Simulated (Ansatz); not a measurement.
GaIr3N:
```
GaIr3N
1.0
    4.04628     0.00000     0.00000
    0.00000     4.04628     0.00000
    0.00000     0.00000     4.04628
Ga Ir N
1 3 1
Direct
  0.00000   0.00000   0.00000
  0.00000   0.50000   0.50000
  0.50000   0.00000   0.50000
  0.50000   0.50000   0.00000
  0.50000   0.50000   0.50000
```

Relaxed with PBEsol. Special points in fractions of this cell's reciprocal vectors: Γ (0.000, 0.000, 0.000); X (0.000, 0.500, 0.000); M (0.500, 0.500, 0.000); R (0.500, 0.500, 0.500).

### Question
List the band energies nearest the Fermi level at these points for PBEsol in the plane-wave PAW code Ansatz.

### Answer
In eV from the Fermi level; about four levels below and three above (degenerate sets whole), none deeper than 8.9 eV; points with the same levels are listed once.

| k | below | above |
|---|---|---|
| Γ | -2.06 -2.06 -2.06 -1.98 -1.98 | 0.36 0.36 0.36 |
| X | -2.10 -1.45 -0.89 -0.89 | 0.37 1.08 2.17 |
| M | -1.97 -1.24 -0.89 -0.20 | 0.70 0.70 1.48 |
| R | -2.82 -2.82 -2.82 -1.34 -1.34 | 0.11 0.11 0.11 |

Space group Pm-3m (anti-perovskite). The start of the workflow was typed in or built on a structure type; neither database checked (COD, Materials Project) lists it. Whether it is the stable phase at ambient conditions was not checked. The PBEsol relaxation kept the symmetry of its start. At this level the phase is dynamically unstable (imaginary phonons). The workflow began spin-polarised and lost its moments. The volume moved by 17 % from the start of the relaxation. Its formation energy is positive at this level, so the cell may be metastable or incomplete. Spin–orbit coupling is left out wherever it is not named.

Potentials: the earlier of the program's two PAW sets. The files were generated under PBE; for other functionals the program regenerates the frozen cores, and for LDA and PBEsol the local potential too.
